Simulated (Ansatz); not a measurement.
Each is relaxed and computed with r²SCAN (plane waves, PAW; program Ansatz). Which is the only metal?
A) BaMgF4, Cmcm (Pearson symbol oS24)
B) MgO, R-3m (Pearson symbol hR16)
C) Ca2Al3Si3HO13, P2_1/m (Pearson symbol mP44)
D) MgCu3H, anti-perovskite

D, MgCu3H, anti-perovskite. MgCu3H: metal; BaMgF4: gap 8.15 eV (direct); MgO: gap 4.98 eV; Ca2Al3Si3HO13: gap 5.77 eV. Typed or built starts, not in the databases checked: MgCu3H, anti-perovskite. Not the usual ambient phase: MgO, R-3m (Pearson symbol hR16). Standing as an ambient phase not checked: BaMgF4, Cmcm (Pearson symbol oS24); Ca2Al3Si3HO13, P2_1/m (Pearson symbol mP44). All cells were relaxed under the symmetry of their starts (and spin orders); stability against distortions was not tested throughout. Named crystals with no word on spin ran without spin polarisation. Spin–orbit coupling is left out wherever it is not named.

Potentials: the earlier of the program's two PAW sets. The files were generated under PBE; for other functionals the program regenerates the frozen cores, and for LDA and PBEsol the local potential too.
